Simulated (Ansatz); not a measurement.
Input:

In$_{2}$Si$_{2}$O$_{7}$:
```
CELL_PARAMETERS angstrom
      3.31593     4.32465     0.00000
     -3.31593     4.32465     0.00000
     -1.03560     0.00000     4.61023
ATOMIC_POSITIONS crystal
  In 0.69241 0.69241 0.00000
  In 0.30759 0.30759 0.00000
  Si 0.22172 0.77828 0.40977
  Si 0.77828 0.22172 0.59023
  O  0.60750 0.07892 0.78137
  O  0.39250 0.92108 0.21863
  O  0.07892 0.60750 0.21863
  O  0.92108 0.39250 0.78137
  O  0.00000 0.00000 0.50000
  O  0.60786 0.39214 0.28251
  O  0.39214 0.60786 0.71749
```

This is the PBEsol-relaxed structure.

Task: All from plane-wave PAW PBEsol (Ansatz code), unless another level is named. Give the HSE06 gap on the PBEsol cell.

Result: 4.70 eV.

Task: What about the gap with spin–orbit coupling?

Result: 2.87 eV.

Task: Predict the electron effective mass with spin–orbit coupling.

Result: 0.34, 0.34, 0.38 mₑ (principal values).

Task: Give the formation energy from the elements (no fitted shifts).

Result: -2.27 eV/atom.

Task: And the valence-band maximum?

Result: at Γ.

Space group C2/m. The first step of the workflow began from a Materials Project structure, measured or hypothetical; the Crystallography Open Database files this formula in space group No. 12, but the cells were not matched. Whether it is the stable phase at ambient conditions was not checked. Symmetry was held in the PBEsol relaxation; its stability against distortions is not shown here. The references are the lowest solids computed at this level, not always the standard phases (solids in place of the gases). Scalar-relativistic: spin–orbit coupling is off unless named, which matters more the heavier the elements.

Potentials: the later of the program's two PAW sets.
